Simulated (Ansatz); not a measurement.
AlGa2P3 (P6_3mc) at 2 levels of theory

One geometry, relaxed with PBE; plane waves with PAW potentials in Ansatz, scalar-relativistic. No spin polarisation. Gaps are the least over mesh and band path; pressure is positive in compression.

```cif
data_structure
_symmetry_space_group_name_H-M 'P6_3mc'
_symmetry_Int_Tables_number 186
_cell_length_a 3.8831
_cell_length_b 3.8831
_cell_length_c 19.1777
_cell_angle_alpha 90.000
_cell_angle_beta 90.000
_cell_angle_gamma 120.000
_cell_volume 250.43
loop_
_atom_site_label
_atom_site_type_symbol
_atom_site_symmetry_multiplicity
_atom_site_Wyckoff_symbol
_atom_site_fract_x
_atom_site_fract_y
_atom_site_fract_z
_atom_site_occupancy
Al1 Al 2 b 0.66667 0.33333 0.83300 1
Ga1 Ga 2 b 0.66667 0.33333 0.16678 1
Ga2 Ga 2 b 0.66667 0.33333 0.50007 1
P1 P 2 b 0.66667 0.33333 0.29161 1
P2 P 2 b 0.66667 0.33333 0.62479 1
P3 P 2 b 0.66667 0.33333 0.95775 1
```

```tsv
level	cutoff (eV)	k mesh	gap (eV)	pressure (GPa)
PBE	420	12×12×2	1.42	0.0
```

What comes out on the same cell with r2SCAN?

| level | cutoff (eV) | k mesh | gap (eV) | pressure (GPa) |
| --- | --- | --- | --- | --- |
| r2SCAN | 500 | 12×12×2 | 1.73 | -2.0 |

It was reached by relaxing an invented guess, and it needn't be the stable form of this composition.
